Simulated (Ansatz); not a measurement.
Two states of GdCu5

```
Cu Gd
1.0
     4.97597    0.00000    0.00000
    -4.97597    8.61862    0.00000
     0.00000    0.00000    4.05310
Cu Gd
10 2
Direct
  0.33330 0.33335 0.00000
  0.33330 0.83335 0.00000
  0.66660 0.16665 0.00000
  0.66660 0.66665 0.00000
  0.50000 0.00000 0.50000
  0.50000 0.50000 0.50000
  0.50000 0.25000 0.50000
  0.50000 0.75000 0.50000
  0.00000 0.25000 0.50000
  0.00000 0.75000 0.50000
  0.00000 0.00000 0.00000
  0.00000 0.50000 0.00000
```

Method: r2SCAN; PAW, plane waves to 500 eV, 4×2×5 Γ-centred mesh, gaussian occupations (width 0.1863 eV) (Ansatz 0.2.0), atoms fixed.

State A: Gd11 up, Gd12 down (collinear spin). State B: Gd11 up, Gd12 up (collinear spin).

Compare the two self-consistent states.

State B is lower by 10.3 meV an atom at zero smearing; in free energy at this smearing B lies -6.7 meV an atom from A.

```csv
state,free energy (meV/atom),largest moment in a small sphere (μB),net moment (μB/cell),gap on mesh (eV),pressure (GPa),largest force (eV/Å)
A,6.7,7.08,0.00,metal,1.8,0.00
B,0.0,7.15,15.90,metal,1.8,0.00
```

Origin: a database entry at a rescaled volume. Caveats: the k mesh is coarse if the cell is a metal; wide smearing; f shells without a U or exact exchange are poorly placed.
